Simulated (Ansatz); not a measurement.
Input:

Ge2Mo:
```
CELL_PARAMETERS angstrom
     -1.63807     1.63807     4.06325
      1.63807    -1.63807     4.06325
      1.63807     1.63807    -4.06325
ATOMIC_POSITIONS crystal
  Ge 0.66208 0.66208 0.00000
  Ge 0.33792 0.33792 0.00000
  Mo 0.00000 0.00000 0.00000
```

This is the LDA-relaxed structure.

Q: All from the program Ansatz at the LDA level (PAW), unless another level is named. Estimate the bulk modulus (Birch–Murnaghan fit).

A: 188 GPa.

Q: What about the highest zone-centre frequency?

A: 268 cm⁻¹.

Space group I4/mmm (MoSi2 or CaC2 type). The workflow started from a Materials Project entry (that database holds measured and hypothetical structures alike); the Crystallography Open Database copy checked does not list it. COD files the formula under space group No. 62, so this cell is another polymorph or a model. Whether it is the stable phase at ambient conditions was not checked. The cell was relaxed with LDA under the symmetry of its start; of distortions, only those at the zone centre were tested. No spin polarisation was allowed. As this level gives no gap, phonon frequencies hold no LO–TO term and depend on the k-mesh and smearing (Fermi–Dirac, 0.1 eV here).

Potentials: the later of the program's two PAW sets.
